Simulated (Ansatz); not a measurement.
## C: zone-centre modes

Computed with Ansatz, DFT r2SCAN, scalar-relativistic, plane waves, PAW. The runs took a 500 eV cutoff, a Γ-centred 10×6×6 mesh and Gaussian smearing (0.05 eV). No spin polarisation.

The undisturbed cell (relaxed at this level):

```
CELL_PARAMETERS angstrom
-2.50319 0.00000 0.00000
0.00000 0.00000 -4.16888
0.00000 -4.33566 0.00000
ATOMIC_POSITIONS crystal
C 0.50000 0.93727 0.16667
C 0.00000 0.93727 0.66667
C 0.00000 0.43727 0.33333
C 0.50000 0.43727 0.83333
C 0.50000 0.56273 0.16667
C 0.00000 0.56273 0.66667
C 0.00000 0.06273 0.33333
C 0.50000 0.06273 0.83333
```

Harmonic modes by finite displacements of 0.02 Å, without the LO–TO term. The cell doubles the primitive one, so its zone centre also holds the primitive cell's point q = (0, 1/2, 0).

Q: At this geometry, is the structure stable against these modes?

A: Yes: no mode is imaginary beyond 10 cm⁻¹, and only the three translations lie near zero.

Q: List the wavenumbers in cm⁻¹.

A: 0, 0, 0, 541, 541, 557, 695, 782, 974, 987, 1019, 1061, 1072, 1116, 1177, 1207, 1207, 1223, 1250, 1254, 1275, 1300, 1328, 1328.

Cost: 1 run of about 2 core-minutes, on Intel Xeon Platinum 8259CL (Skylake/Cascade Lake) (shared hosts).